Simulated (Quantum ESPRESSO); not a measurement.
SrGaSnH is taken in the trigonal space group P3m1 (No. 156), Pearson symbol hP4. Conventional cell: a = 4.428 Å, b = 4.428 Å, c = 5.001 Å, α = 90.00°, β = 90.00°, γ = 120.00°. H on 1a sees 1 Ga at 1.730 Å and 3 Sr at 2.572 Å (tetrahedral). Ga on 1a has 1 H at 1.730 Å and 3 Sn at 2.661 Å and 3 Sr at 3.251 Å and 3 Sr at 3.937 Å. Sr on 1b is coordinated by 3 H at 2.572 Å and 3 Ga at 3.251 Å and 3 Ga at 3.937 Å and 3 Sn at 3.409 Å and 3 Sn at 3.752 Å. Sn on 1c sees 3 Ga at 2.661 Å and 3 Sr at 3.409 Å and 3 Sr at 3.752 Å. (Neighbours: up to the widest gap in distance over summed covalent radii, below 1.35, at either atom; cation-cation contacts left out.)

Cell and atoms were relaxed with PBEsol from Materials Project entry mp-978852, within its symmetry.

**Question.** What does PBEsol (Quantum ESPRESSO, PseudoDojo norm-conserving, 80 Ry, with spin-orbit coupling) give for the electronic structure near the Fermi level?

**Answer.** The PBEsol gap is 0.29 eV; at least one edge lies off the plotted path, at a point of the SCF mesh. The smallest direct gap is 0.44 eV.
